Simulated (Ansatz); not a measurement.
Ti4C, before and after

Recipe of this trial structure of Ti4C: random cell by space group and Wyckoff sites (P6/mmm, No. 191). The dimensions are guesses.

start.cif

```cif
data_structure
_symmetry_space_group_name_H-M 'P 1'
_symmetry_Int_Tables_number 1
_cell_length_a 4.0190
_cell_length_b 4.0190
_cell_length_c 5.9915
_cell_angle_alpha 90.000
_cell_angle_beta 90.000
_cell_angle_gamma 120.000
_cell_volume 83.81
loop_
_atom_site_label
_atom_site_type_symbol
_atom_site_fract_x
_atom_site_fract_y
_atom_site_fract_z
_atom_site_occupancy
Ti1 Ti 0.50000 0.00000 0.50000 1
Ti2 Ti 0.00000 0.50000 0.50000 1
Ti3 Ti 0.50000 0.50000 0.50000 1
Ti4 Ti 0.00000 0.00000 0.00000 1
C1 C 0.00000 0.00000 0.50000 1
```

Computed with DFT PBE, scalar-relativistic, plane waves, PAW in Ansatz. Cutoff 420 eV, Gaussian smearing, Γ-centred meshes. Cell and atoms relax first on a coarse mesh and then on a finer one. In between, the cell is made exact in the group found at 0.06 Å. In metals the finer mesh still leaves noise of several meV/atom or more. The steps can't lower the symmetry of their start. No spin polarisation in the relaxation; trial moments died out in a coarse test.

end.cif

```cif
data_structure
_symmetry_space_group_name_H-M 'P 1'
_symmetry_Int_Tables_number 1
_cell_length_a 4.9393
_cell_length_b 4.9393
_cell_length_c 3.9191
_cell_angle_alpha 90.000
_cell_angle_beta 90.000
_cell_angle_gamma 120.000
_cell_volume 82.80
loop_
_atom_site_label
_atom_site_type_symbol
_atom_site_fract_x
_atom_site_fract_y
_atom_site_fract_z
_atom_site_occupancy
Ti1 Ti 0.50000 0.00000 0.50000 1
Ti2 Ti 0.00000 0.50000 0.50000 1
Ti3 Ti 0.50000 0.50000 0.50000 1
Ti4 Ti 0.00000 0.00000 0.00000 1
C1 C 0.00000 0.00000 0.50000 1
```

The symmetry stays P6/mmm (No. 191). The volume per atom shrinks by 1.2 %, from 16.8 to 16.6 Å³. The shortest distance goes from 2.01 Å (Ti–C and Ti–Ti) to 1.96 Å (Ti–C). The ratio c/a of the conventional cell changes by a factor of 0.53. The energy falls by about 2.0 eV/atom (the start's value is from the coarse mesh).

For Ti4C, the volume per atom is 16.56 Å³. The density is 4.08 g/cm³ and the formation energy is +0.45 eV/atom. The gap on the 12×12×10 mesh of the 5-atom cell is 0 eV (a metal).

Formation energies are uncorrected and refer to the elements' standard structures at the same level. A positive value: parting into the elements would lower its energy.

The last run used Gaussian smearing of 0.10 eV. The reference form of C is held partly by dispersion forces, which this level lacks. Symmetry constrained the relaxation, so the result can be a saddle point. In all, the 3 runs took 3.4 min on 1 thread of Intel(R) Xeon(R) Processor @ 2.70GHz, with other jobs on the host. Another cell of Ti4C relaxed alike, in Pm-3m, lies 0.72 eV/atom lower, so this cell isn't the stable form at this level.
